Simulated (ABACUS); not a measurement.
**Relaxation of cell and atoms of CaO (Fm-3m, 2 atoms in the cell; from Materials Project mp-2605, lattice scaled a little) at several settings**

```
CaO
1.0
    0.00000     2.38120     2.38120
    2.38120     0.00000     2.38120
    2.38120     2.38120     0.00000
Ca O
1 1
Direct
  0.00000   0.00000   0.00000
  0.50000   0.50000   0.50000
```

Base: PBE, numerical atomic orbitals DZP (confined pseudo-atomic orbitals; energy shift 0.01 Ry), PseudoDojo 0.5 standard norm-conserving PBE (tails mended) pseudopotentials (ABACUS). Its settings: basis = DZP numerical atomic orbitals, energy shift 0.01 Ry; KPT = Gamma 8 8 8 0.5 0.5 0.5; basis_type = lcao; ecutwfc = 100 Ry; smearing_method = fixed; potentials = PseudoDojo 0.5 standard norm-conserving PBE (tails mended); symmetry = 1; ks_solver = genelpa; scf_nmax = 100; scf_thr = 1.0e-06; mixing_type = broyden. Starting volume 13.50 Å³ per atom.

Each line gives the change from the base single point and the result:

- calculation: scf → cell-relax; relax_method: default → cg; relax_nmax: default → 40; force_thr_ev: default → 0.02 eV/Å; stress_thr: default → 0.5 kbar; press1: default → -20 kbar; press2: default → -20 kbar; press3: default → -20 kbar: pressure -1.99 GPa; final cell a = b = c = 3.414 Å, α = β = γ = 60.00°; final volume per atom 14.07 Å³; relaxation steps 4; free energy against the base single point -1.0 meV/atom.
- calculation: scf → cell-relax; vdw_method: default → d3_bj; relax_method: default → cg; relax_nmax: default → 40; force_thr_ev: default → 0.02 eV/Å; stress_thr: default → 0.5 kbar [DFT, PBE-D3(BJ), numerical atomic orbitals DZP (confined pseudo-atomic orbitals; energy shift 0.01 Ry), PseudoDojo 0.5 standard norm-conserving PBE (tails mended) pseudopotentials]: pressure 0.00 GPa; final cell a = b = c = 3.360 Å, α = β = γ = 60.00°; final volume per atom 13.41 Å³; relaxation steps 3.

The atom-centred basis is finite, which shifts total energies and pressures against plane waves. The structure comes from a collection of computed structures, made at another level of theory; the collection holds predicted forms beside known ones. Its lattice was then scaled.

The atomic orbitals were generated for these runs; they are not ABACUS's published sets and were checked against plane waves on a few crystals only.

“Tails mended”: in these copies of the files the far tail of each local potential was reset to the Coulomb form.
